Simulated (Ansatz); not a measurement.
# Lu₂CuPd₂: reading a single point

```xyz
10
Lattice="7.2293 0.0000 0.0000 0.0000 7.2293 0.0000 0.0000 0.0000 3.3453" Properties=species:S:1:pos:R:3 pbc="T T T"
Pd    2.6871    6.3018    0.0000
Pd    0.9275    2.6871    0.0000
Pd    4.5422    0.9275    0.0000
Pd    6.3018    4.5422    0.0000
Lu    1.2174    4.8321    1.6727
Lu    2.3972    1.2174    1.6727
Lu    6.0119    2.3972    1.6727
Lu    4.8321    6.0119    1.6727
Cu    0.0000    0.0000    0.0000
Cu    3.6147    3.6147    0.0000
```

The numbers come from plane-wave PAW DFT (Ansatz): r2SCAN, no spin polarisation, 500 eV, 5×5×10 Γ-centred k points, fermi-dirac occupations (width 0.0798 eV). Nothing was relaxed.

- Electronic structure: It is a metal, with about 4.9 states/eV a cell as the mean within 0.25 eV of the Fermi level, mostly Lu d (59 %).
- Contacts: Pd–Pd at 2.62 Å: least valence density 0.39 e/Å³ and ELF 0.21 there. Pd–Lu at 2.67 Å: least valence density 0.33 e/Å³ and ELF 0.15 there. Pd–Cu at 2.84 Å: least valence density 0.23 e/Å³ and ELF 0.27 there. These are pseudo-fields; inside the PAW spheres they differ from the all-electron ones.
- Stress: The pressure is 15.2 GPa (compression positive), so with the atoms held at these fractions the cell would first expand; the forces are large, so a full relaxation may end otherwise. The principal stresses 13.8, 13.8, 18.0 GPa differ, so its shape would change too.
- Charges: Bader charges in e: Lu +1.59, Cu -0.48, Pd -1.35. In the mean Lu gives up most and Pd takes most.
- Forces: The largest is on Pd4 (and as large on other atoms): 1.14 eV/Å, components (-0.81, 0.81, 0.00). It makes 180° with the line to a nearest neighbour, Pd2 at 2.62 Å, pointing away from it.

Origin: a known structure type with other elements, at an estimated volume, so it need not be a known compound. Caveats: atoms or cell far from equilibrium.
